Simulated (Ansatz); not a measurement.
TiO2:
```yaml
crystal:
  lattice:
    - [4.59693, 0.00000, 0.00000]
    - [0.00000, 4.59693, 0.00000]
    - [0.00000, 0.00000, 2.95356]
  atoms:
    - { symbol: Ti, position: [0.00000, 0.00000, 0.00000] }
    - { symbol: Ti, position: [0.50000, 0.50000, 0.50000] }
    - { symbol: O, position: [0.30463, 0.30463, 0.00000] }
    - { symbol: O, position: [0.80463, 0.19537, 0.50000] }
    - { symbol: O, position: [0.19537, 0.80463, 0.50000] }
    - { symbol: O, position: [0.69537, 0.69537, 0.00000] }
```

Relaxed with r²SCAN. Special points in fractions of this cell's reciprocal vectors: Γ (0.000, 0.000, 0.000); X (0.000, 0.500, 0.000); M (0.500, 0.500, 0.000); Z (0.000, 0.000, 0.500); R (0.000, 0.500, 0.500); A (0.500, 0.500, 0.500).

Problem. List the band energies nearest the valence-band maximum at these points for r²SCAN (plane waves, PAW; program Ansatz).

Solution. In eV from the valence-band maximum; about four levels below and three above (degenerate sets whole), none deeper than 8.9 eV; points with the same levels are listed once.

```json
[
 {"k": "Γ", "below": "-0.74 -0.48 -0.48 0.00", "above": "2.22 2.54 2.76"},
 {"k": "X", "below": "-1.68 -1.68 -0.77 -0.77", "above": "2.90 2.90 3.38 3.38"},
 {"k": "M", "below": "-1.36 -1.36 -1.11 -1.11", "above": "2.26 2.26 2.88 2.88"},
 {"k": "Z", "below": "-2.39 -2.39 -1.47 -1.47", "above": "3.31 3.31 3.57 3.57"},
 {"k": "R", "below": "-2.07 -2.07 -1.08 -1.08", "above": "2.27 2.27 3.59 3.59"},
 {"k": "A", "below": "-1.31 -1.31 -0.71 -0.71", "above": "2.94 2.94 3.57 3.57"}
]
```

Space group P4_2/mnm (rutile). The r²SCAN relaxation kept the symmetry of its start. The run is not spin-polarised.

Potentials: the later of the program's two PAW sets.
